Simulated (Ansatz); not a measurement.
Cu3Sb:
```
CELL_PARAMETERS angstrom
      4.19316     0.00000     0.00000
      0.00000     5.35105     0.00000
      0.00000     0.00000     5.11965
ATOMIC_POSITIONS crystal
  Cu 0.50000 0.00000 0.27531
  Cu 0.00000 0.50000 0.72469
  Cu 0.00000 0.24638 0.14418
  Cu 0.00000 0.75362 0.14418
  Cu 0.50000 0.25362 0.85582
  Cu 0.50000 0.74638 0.85582
  Sb 0.00000 0.00000 0.64964
  Sb 0.50000 0.50000 0.35036
```

Relaxed with PBEsol. Special points in fractions of this cell's reciprocal vectors: Γ (0.000, 0.000, 0.000); X (0.500, 0.000, 0.000); S (0.500, 0.500, 0.000); Y (0.000, 0.500, 0.000); Z (0.000, 0.000, 0.500); U (0.500, 0.000, 0.500); R (0.500, 0.500, 0.500); T (0.000, 0.500, 0.500).

List the band energies nearest the Fermi level at these points for PBEsol with spin–orbit coupling in the plane-wave PAW code Ansatz.

In eV from the Fermi level; about four levels below and three above (degenerate sets whole), none deeper than 8.9 eV; points with the same levels are listed once.

```json
[
 {"k": "Γ", "below": "-0.54 -0.54 -0.11 -0.11", "above": "0.21 0.21 1.50 1.50"},
 {"k": "X", "below": "-0.19 -0.19 -0.19 -0.19", "above": "2.83 2.83 2.83 2.83"},
 {"k": "S", "below": "-0.15 -0.15 -0.15 -0.15", "above": "0.62 0.62 0.62 0.62"},
 {"k": "Y", "below": "-0.61 -0.61 -0.61 -0.61", "above": "0.69 0.69 0.69 0.69"},
 {"k": "Z", "below": "-0.73 -0.73 -0.36 -0.36", "above": "0.60 0.60 1.82 1.82"},
 {"k": "U", "below": "-2.02 -2.02 -2.02 -2.02", "above": "0.00 0.00 0.00 0.00"},
 {"k": "R", "below": "-2.15 -2.15 -2.15 -2.15", "above": "3.71 3.71 3.71 3.71"},
 {"k": "T", "below": "-0.12 -0.12 -0.12 -0.12", "above": "0.44 0.44 0.44 0.44"}
]
```

Space group Pmmn. The workflow started from a Materials Project entry (that database holds measured and hypothetical structures alike); the Crystallography Open Database copy checked does not list it. Its standing as an ambient phase is unchecked. Symmetry was held in the PBEsol relaxation; whether a distortion lowers the energy is not shown. The run is not spin-polarised.

Potentials: the later of the program's two PAW sets.
